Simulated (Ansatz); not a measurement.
# As (bcc): energy against volume

All numbers below come from Ansatz, DFT, PBEsol, plane waves (420 eV) with PAW, scalar-relativistic. The PAW files were generated under PBE, with cores re-solved for the functional.

The cell is scaled uniformly from the relaxed one, with fractional coordinates and shape fixed. Energies are extrapolated to zero smearing, pressures are those at the given smearing. Magnetic state: spin not included.

A Birch-Murnaghan fit gives V₀ = 18.10 Å³/atom, B₀ = 93 GPa, B₀′ = 4.9.

What are the energy above the minimum and the pressure at 15.956 Å³/atom?

94.7 meV/atom and 15.89 GPa as computed.

What are the energy above the minimum and the pressure at 16.682 Å³/atom?

38.1 meV/atom and 9.42 GPa as computed.

What are the energy above the minimum and the pressure at 20.308 Å³/atom?

62.5 meV/atom and -8.11 GPa as computed.
